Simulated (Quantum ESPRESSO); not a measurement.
Band energies of Mg2FeH6

```xyz
9
Lattice="0.0000 3.1775 3.1775 3.1775 0.0000 3.1775 3.1775 3.1775 0.0000" Properties=species:S:1:pos:R:3 pbc="T T T"
H      3.1775     4.8110     3.1775
H      3.1775     1.5441     3.1775
H      1.5441     3.1775     3.1775
H      4.8110     3.1775     3.1775
H      3.1775     3.1775     4.8110
H      3.1775     3.1775     1.5441
Mg     1.5888     1.5888     1.5888
Mg     4.7663     4.7663     4.7663
Fe     0.0000     0.0000     0.0000
```

PBEsol (Quantum ESPRESSO, PseudoDojo norm-conserving, 90 Ry, no spin-orbit coupling); path ΓXWKΓLUWLK,UX; energies in eV from the valence-band maximum.

| k (1/Å) | point | band 17 | band 18 | band 19 | band 20 | band 21 | band 22 | band 23 | band 24 |
|---|---|---|---|---|---|---|---|---|---|
| 0.00 | Γ | -2.21 | -2.21 | -0.78 | -0.78 | -0.78 | 5.29 | 5.29 | 5.35 |
| 0.40 |  | -2.90 | -2.60 | -1.02 | -0.30 | -0.30 | 2.92 | 4.42 | 5.57 |
| 0.99 | X | -3.64 | -2.96 | -1.46 | 0.00 | 0.00 | 1.76 | 3.81 | 6.37 |
| 1.48 | W | -3.35 | -2.29 | -0.39 | -0.39 | 0.00 | 2.91 | 4.12 | 5.21 |
| 1.48 | K | -3.37 | -2.44 | -0.81 | -0.10 | -0.05 | 2.32 | 4.59 | 4.94 |
| 2.01 |  | -3.09 | -1.66 | -0.52 | -0.36 | -0.35 | 3.46 | 3.62 | 5.05 |
| 2.53 | Γ | -2.21 | -2.21 | -0.78 | -0.78 | -0.78 | 5.29 | 5.29 | 5.29 |
| 3.05 |  | -2.01 | -2.01 | -0.53 | -0.39 | -0.39 | 3.79 | 3.79 | 4.38 |
| 3.39 | L | -1.89 | -1.89 | -0.51 | -0.30 | -0.30 | 3.45 | 3.45 | 3.95 |
| 3.99 | U | -3.37 | -2.44 | -0.81 | -0.10 | -0.05 | 2.32 | 4.59 | 4.94 |
| 4.34 | W | -3.35 | -2.29 | -0.39 | -0.39 | 0.00 | 2.91 | 4.12 | 5.21 |
| 4.48 |  | -3.32 | -2.26 | -0.39 | -0.39 | -0.02 | 2.87 | 4.06 | 5.33 |
| 4.90 |  | -2.17 | -1.93 | -0.43 | -0.31 | -0.27 | 3.11 | 3.55 | 4.52 |
| 5.04 | L | -1.89 | -1.89 | -0.51 | -0.30 | -0.30 | 3.45 | 3.45 | 3.95 |
| 5.28 |  | -2.56 | -2.01 | -0.44 | -0.24 | -0.24 | 2.86 | 3.76 | 5.10 |
| 5.65 | K | -3.37 | -2.44 | -0.81 | -0.10 | -0.05 | 2.32 | 4.59 | 4.94 |
| 5.65 | U | -3.37 | -2.44 | -0.81 | -0.10 | -0.05 | 2.32 | 4.59 | 4.94 |
| 6.00 | X | -3.64 | -2.96 | -1.46 | 0.00 | 0.00 | 1.76 | 3.81 | 6.37 |

The PBEsol gap is direct, 1.76 eV at X.

Geometry of the Materials Project entry, not relaxed at this level.

The runs are not spin-polarised; magnetic order was not tried.
